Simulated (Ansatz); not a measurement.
TiSi₃O₈ on the sites of the rutile structure (relaxed group Cmmm): a relaxation of cell and atoms in Ansatz (PBEsol). It starts from the PBE minimum.

```yaml
crystal:
  lattice:
    - [3.0929592192, -3.0417127615, 0.0]
    - [3.0929592192, 3.0417127615, 0.0]
    - [0.0, 0.0, 5.542767225]
  atoms:
    - { symbol: Si, position: [0.5, 0.5, 0.0] }
    - { symbol: Si, position: [0.0, 0.0, 0.7555488454] }
    - { symbol: O, position: [0.1935194336, 0.1935194336, 0.0] }
    - { symbol: O, position: [0.8064805664, 0.8064805664, 0.0] }
    - { symbol: O, position: [0.6999453982, 0.3000546018, 0.7673934295] }
    - { symbol: O, position: [0.3000546018, 0.6999453982, 0.7673934295] }
    - { symbol: Ti, position: [0.5, 0.5, 0.5] }
    - { symbol: Si, position: [0.0, 0.0, 0.2444511546] }
    - { symbol: O, position: [0.18132822, 0.18132822, 0.5] }
    - { symbol: O, position: [0.81867178, 0.81867178, 0.5] }
    - { symbol: O, position: [0.6999453982, 0.3000546018, 0.2326065705] }
    - { symbol: O, position: [0.3000546018, 0.6999453982, 0.2326065705] }
kpoints:
  mp_grid: { grid: [6, 6, 4] }
hamiltonian:
  xc: pbesol
scf:
  occupations: { method: fermi_dirac, width: 0.02 }
relax:
  f_tol: 0.005
  cell: {}
```

The trajectory has 9 recorded frames, each with positions in Å and forces in eV/Å. Some frames, the last among them, repeat a geometry solved again on a basis re-selected at its cell; pressure is positive in compression.

Step 1: energy 0.0 meV/atom from step 1, largest force component 0.075 eV/Å, pressure -6.68 GPa
```xyz
12
Lattice="3.0930 -3.0417 0.0000 3.0930 3.0417 0.0000 0.0000 0.0000 5.5428" Properties=species:S:1:pos:R:3:forces:R:3 pbc="T T T"
Si    3.0930    0.0000    0.0000    0.0000    0.0000    0.0000
Si    0.0000    0.0000    4.1878    0.0000    0.0000   -0.0111
O     1.1971    0.0000    0.0000   -0.0357    0.0000    0.0000
O     4.9888    0.0000    0.0000    0.0357    0.0000    0.0000
O     3.0930   -1.2164    4.2535    0.0000    0.0748   -0.0504
O     3.0930    1.2164    4.2535    0.0000   -0.0748   -0.0504
Ti    3.0930    0.0000    2.7714    0.0000    0.0000    0.0000
Si    0.0000    0.0000    1.3549    0.0000    0.0000    0.0111
O     1.1217    0.0000    2.7714    0.0278    0.0000    0.0000
O     5.0642    0.0000    2.7714   -0.0278    0.0000    0.0000
O     3.0930   -1.2164    1.2893    0.0000    0.0748    0.0504
O     3.0930    1.2164    1.2893    0.0000   -0.0748    0.0504
```

Step 2: energy -4.1 meV/atom from step 1, largest force component 0.066 eV/Å, pressure -3.18 GPa
```xyz
12
Lattice="3.0772 -3.0286 0.0000 3.0772 3.0286 0.0000 0.0000 0.0000 5.5247" Properties=species:S:1:pos:R:3:forces:R:3 pbc="T T T"
Si    3.0772    0.0000    0.0000    0.0000    0.0000    0.0000
Si    0.0000    0.0000    4.1729    0.0000    0.0000    0.0072
O     1.1919    0.0000    0.0000    0.0376    0.0000    0.0000
O     4.9624    0.0000    0.0000   -0.0376    0.0000    0.0000
O     3.0772   -1.2106    4.2373    0.0000   -0.0552    0.0285
O     3.0772    1.2106    4.2373    0.0000    0.0552    0.0285
Ti    3.0772    0.0000    2.7623    0.0000    0.0000    0.0000
Si    0.0000    0.0000    1.3517    0.0000    0.0000   -0.0072
O     1.1197    0.0000    2.7623   -0.0659    0.0000    0.0000
O     5.0346    0.0000    2.7623    0.0659    0.0000    0.0000
O     3.0772   -1.2106    1.2874    0.0000   -0.0552   -0.0285
O     3.0772    1.2106    1.2874    0.0000    0.0552   -0.0285
```

Step 3: energy -5.8 meV/atom from step 1, largest force component 0.048 eV/Å, pressure +0.15 GPa
```xyz
12
Lattice="3.0625 -3.0158 0.0000 3.0625 3.0158 0.0000 0.0000 0.0000 5.5072" Properties=species:S:1:pos:R:3:forces:R:3 pbc="T T T"
Si    3.0625    0.0000    0.0000    0.0000    0.0000    0.0000
Si    0.0000    0.0000    4.1604    0.0000    0.0000   -0.0122
O     1.1899    0.0000    0.0000    0.0484    0.0000    0.0000
O     4.9351    0.0000    0.0000   -0.0484    0.0000    0.0000
O     3.0625   -1.2086    4.2245    0.0000   -0.0443    0.0168
O     3.0625    1.2086    4.2245    0.0000    0.0443    0.0168
Ti    3.0625    0.0000    2.7536    0.0000    0.0000    0.0000
Si    0.0000    0.0000    1.3468    0.0000    0.0000    0.0122
O     1.1142    0.0000    2.7536    0.0202    0.0000    0.0000
O     5.0108    0.0000    2.7536   -0.0202    0.0000    0.0000
O     3.0625   -1.2086    1.2827    0.0000   -0.0443   -0.0168
O     3.0625    1.2086    1.2827    0.0000    0.0443   -0.0168
```

Task: How does the relaxation go on, and where does it end?

Result:
Step 4: energy -5.8 meV/atom from step 1, largest force component 0.024 eV/Å, pressure +0.08 GPa
```xyz
12
Lattice="3.0626 -3.0149 0.0000 3.0626 3.0149 0.0000 0.0000 0.0000 5.5087" Properties=species:S:1:pos:R:3:forces:R:3 pbc="T T T"
Si    3.0626    0.0000    0.0000    0.0000    0.0000    0.0000
Si    0.0000    0.0000    4.1615    0.0000    0.0000   -0.0041
O     1.1910    0.0000    0.0000    0.0239    0.0000    0.0000
O     4.9341    0.0000    0.0000   -0.0239    0.0000    0.0000
O     3.0626   -1.2091    4.2261    0.0000   -0.0195    0.0031
O     3.0626    1.2091    4.2261    0.0000    0.0195    0.0031
Ti    3.0626    0.0000    2.7544    0.0000    0.0000    0.0000
Si    0.0000    0.0000    1.3472    0.0000    0.0000    0.0041
O     1.1146    0.0000    2.7544    0.0124    0.0000    0.0000
O     5.0105    0.0000    2.7544   -0.0124    0.0000    0.0000
O     3.0626   -1.2091    1.2827    0.0000   -0.0195   -0.0031
O     3.0626    1.2091    1.2827    0.0000    0.0195   -0.0031
```

Step 5: energy -5.9 meV/atom from step 1, largest force component 0.014 eV/Å, pressure -0.01 GPa
```xyz
12
Lattice="3.0621 -3.0141 0.0000 3.0621 3.0141 0.0000 0.0000 0.0000 5.5108" Properties=species:S:1:pos:R:3:forces:R:3 pbc="T T T"
Si    3.0621    0.0000    0.0000    0.0000    0.0000    0.0000
Si    0.0000    0.0000    4.1633    0.0000    0.0000   -0.0091
O     1.1924    0.0000    0.0000   -0.0143    0.0000    0.0000
O     4.9317    0.0000    0.0000    0.0143    0.0000    0.0000
O     3.0621   -1.2096    4.2276    0.0000   -0.0006    0.0031
O     3.0621    1.2096    4.2276    0.0000    0.0006    0.0031
Ti    3.0621    0.0000    2.7554    0.0000    0.0000    0.0000
Si    0.0000    0.0000    1.3475    0.0000    0.0000    0.0091
O     1.1149    0.0000    2.7554    0.0012    0.0000    0.0000
O     5.0093    0.0000    2.7554   -0.0012    0.0000    0.0000
O     3.0621   -1.2096    1.2832    0.0000   -0.0006   -0.0031
O     3.0621    1.2096    1.2832    0.0000    0.0006   -0.0031
```

Step 6: energy -5.9 meV/atom from step 1, largest force component 0.002 eV/Å, pressure 0.00 GPa
```xyz
12
Lattice="3.0619 -3.0137 0.0000 3.0619 3.0137 0.0000 0.0000 0.0000 5.5116" Properties=species:S:1:pos:R:3:forces:R:3 pbc="T T T"
Si    3.0619    0.0000    0.0000    0.0000    0.0000    0.0000
Si    0.0000    0.0000    4.1637    0.0000    0.0000   -0.0004
O     1.1920    0.0000    0.0000    0.0003    0.0000    0.0000
O     4.9318    0.0000    0.0000   -0.0003    0.0000    0.0000
O     3.0619   -1.2095    4.2283    0.0000    0.0018    0.0004
O     3.0619    1.2095    4.2283    0.0000   -0.0018    0.0004
Ti    3.0619    0.0000    2.7558    0.0000    0.0000    0.0000
Si    0.0000    0.0000    1.3479    0.0000    0.0000    0.0004
O     1.1149    0.0000    2.7558    0.0006    0.0000    0.0000
O     5.0089    0.0000    2.7558   -0.0006    0.0000    0.0000
O     3.0619   -1.2095    1.2833    0.0000    0.0018   -0.0004
O     3.0619    1.2095    1.2833    0.0000   -0.0018   -0.0004
```

Step 7: energy -4.7 meV/atom from step 1, largest force component 0.002 eV/Å, pressure -0.27 GPa
```xyz
12
Lattice="3.0619 -3.0137 0.0000 3.0619 3.0137 0.0000 0.0000 0.0000 5.5116" Properties=species:S:1:pos:R:3:forces:R:3 pbc="T T T"
Si    3.0619    0.0000    0.0000    0.0000    0.0000    0.0000
Si    0.0000    0.0000    4.1637    0.0000    0.0000   -0.0003
O     1.1920    0.0000    0.0000   -0.0006    0.0000    0.0000
O     4.9318    0.0000    0.0000    0.0006    0.0000    0.0000
O     3.0619   -1.2095    4.2283    0.0000    0.0020    0.0008
O     3.0619    1.2095    4.2283    0.0000   -0.0020    0.0008
Ti    3.0619    0.0000    2.7558    0.0000    0.0000    0.0000
Si    0.0000    0.0000    1.3479    0.0000    0.0000    0.0003
O     1.1149    0.0000    2.7558    0.0001    0.0000    0.0000
O     5.0089    0.0000    2.7558   -0.0001    0.0000    0.0000
O     3.0619   -1.2095    1.2833    0.0000    0.0020   -0.0008
O     3.0619    1.2095    1.2833    0.0000   -0.0020   -0.0008
```

Step 8: energy -4.7 meV/atom from step 1, largest force component 0.001 eV/Å, pressure 0.00 GPa
```xyz
12
Lattice="3.0605 -3.0126 0.0000 3.0605 3.0126 0.0000 0.0000 0.0000 5.5106" Properties=species:S:1:pos:R:3:forces:R:3 pbc="T T T"
Si    3.0605    0.0000    0.0000    0.0000    0.0000    0.0000
Si    0.0000    0.0000    4.1630    0.0000    0.0000    0.0009
O     1.1918    0.0000    0.0000   -0.0005    0.0000    0.0000
O     4.9293    0.0000    0.0000    0.0005    0.0000    0.0000
O     3.0605   -1.2092    4.2276    0.0000   -0.0007   -0.0004
O     3.0605    1.2092    4.2276    0.0000    0.0007   -0.0004
Ti    3.0605    0.0000    2.7553    0.0000    0.0000    0.0000
Si    0.0000    0.0000    1.3476    0.0000    0.0000   -0.0009
O     1.1145    0.0000    2.7553   -0.0013    0.0000    0.0000
O     5.0065    0.0000    2.7553    0.0013    0.0000    0.0000
O     3.0605   -1.2092    1.2830    0.0000   -0.0007    0.0004
O     3.0605    1.2092    1.2830    0.0000    0.0007    0.0004
```

Step 9: energy -4.7 meV/atom from step 1, largest force component 0.001 eV/Å, pressure 0.00 GPa
```xyz
12
Lattice="3.0605 -3.0126 0.0000 3.0605 3.0126 0.0000 0.0000 0.0000 5.5106" Properties=species:S:1:pos:R:3:forces:R:3 pbc="T T T"
Si    3.0605    0.0000    0.0000    0.0000    0.0000    0.0000
Si    0.0000    0.0000    4.1630    0.0000    0.0000    0.0009
O     1.1918    0.0000    0.0000   -0.0005    0.0000    0.0000
O     4.9293    0.0000    0.0000    0.0005    0.0000    0.0000
O     3.0605   -1.2092    4.2276    0.0000   -0.0007   -0.0004
O     3.0605    1.2092    4.2276    0.0000    0.0007   -0.0004
Ti    3.0605    0.0000    2.7553    0.0000    0.0000    0.0000
Si    0.0000    0.0000    1.3476    0.0000    0.0000   -0.0009
O     1.1145    0.0000    2.7553   -0.0013    0.0000    0.0000
O     5.0065    0.0000    2.7553    0.0013    0.0000    0.0000
O     3.0605   -1.2092    1.2830    0.0000   -0.0007    0.0004
O     3.0605    1.2092    1.2830    0.0000    0.0007    0.0004
```

In 7 steps the volume changed by -2.6 %; between the first SCF and the last, each on a basis chosen for its cell, the energy fell by 4.7 meV an atom. At the end: space group Cmmm (No. 65), orthorhombic; a = 6.025 Å, b = 6.121 Å, c = 5.511 Å in the conventional setting, 8.47 Å³ an atom. Si has 6 O at 1.76–1.87 Å; Si has 6 O at 1.80 Å; O has 3 Si at 1.80–1.87 Å; O has 2 Si at 1.76–1.80 Å and 1 Ti at 1.91 Å; Ti has 6 O at 1.91–1.95 Å; O has 2 Si at 1.80 Å and 1 Ti at 1.95 Å.

Task: It took 14 s on 1 × NVIDIA H100 80GB HBM3 with 2 threads of AMD EPYC 7R13 Processor (Zen 3), with other jobs on the host, load about 0.7 per core. What peak of host memory did it reach?

Result: About 1 GiB.

No spin polarisation and no zero-point or thermal motion; the cell was built from a prototype and may be hypothetical.
